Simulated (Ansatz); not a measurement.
The relaxed structure here is a generated cell of MoS2: the first start was made by placing the elements on the sites of a structure type, and the end was not matched to a known phase here, so it may be hypothetical. Known forms of MoS2 include space group No. 160, 194.

One starting cell of MoS₂ (a generated cell, MoS2 placed in the anatase structure type) was relaxed twice with Ansatz (plane waves, PAW, scalar-relativistic): with r2SCAN at 500 eV and with PBE at 420 eV. The r2SCAN result:

Space group I4₁/amd, origin choice 1 (No. 141); a = b = 4.767 Å, c = 9.295 Å, α = β = γ = 90.00°

| atom | site | symmetry | x | y | z |
|---|---|---|---|---|---|
| Mo | 4b | -4m2 | 0.0000 | 0.0000 | 0.5000 |
| S | 8e | 2mm. | 0.0000 | 0.0000 | 0.2376 |
(The calculation used a cell of 6 atoms; values per cell refer to that cell.)

```csv
quantity,r2SCAN,PBE
space group,I4₁/amd,I4₁/amd
volume (Å³/atom),17.60,[?]
a (Å),4.767,[?]
c (Å),9.295,[?]
"gap (eV, no spin-orbit coupling)",0.00,[?]
```

What does PBE give for the same quantities?


- volume (Å³/atom), PBE: 17.50
- a (Å), PBE: 4.778
- c (Å), PBE: 9.198
- gap (eV, no spin-orbit coupling), PBE: 0.00

Both levels end in the same structure; PBE's volume is 0.6 % smaller. Neither column is exact.

No spin polarisation in the result.

The run could not lose the symmetry of its start: the end is stationary, and may be a saddle point rather than a minimum.

Ansatz is a first-principles code.
